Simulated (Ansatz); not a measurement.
Vibrational response of GeH2 at 10.1 GPa

Method: Ansatz 0.2.0, DFT LDA, scalar-relativistic, plane waves, PAW. Settings: 420 eV plane-wave cutoff, Γ-centred 16×16×16 mesh, Fermi-Dirac smearing of 0.15 eV. No spin polarisation. Phonons by linear response, acoustic sum rule imposed.

The cell is fixed (symmetry leaves no force on the atoms) and stands under 10.1 GPa:
```
CELL_PARAMETERS angstrom
0.00000 2.29620 2.29620
2.29620 0.00000 2.29620
2.29620 2.29620 0.00000
ATOMIC_POSITIONS crystal
Ge 0.00000 0.00000 0.00000
H 0.25000 0.25000 0.25000
H 0.75000 0.75000 0.75000
```

Its imaginary modes show that this cell, the ideal cubic fluorite prototype, isn't a minimum of the energy. In a metal, frequencies and elastic constants depend on the k mesh and the smearing, soft modes and shear constants most.

Optical modes at Γ; i marks an imaginary frequency:
| frequency (THz) | degeneracy |
| --- | --- |
| 10.04i | 3 |
| 26.32 | 3 |

3 of the 6 optical modes are unstable, so the structure is a saddle point of the energy and would distort without enlarging its cell.

Cost: 1 run of about 0.87 core-minutes, on Arm Neoverse N1 (shared hosts).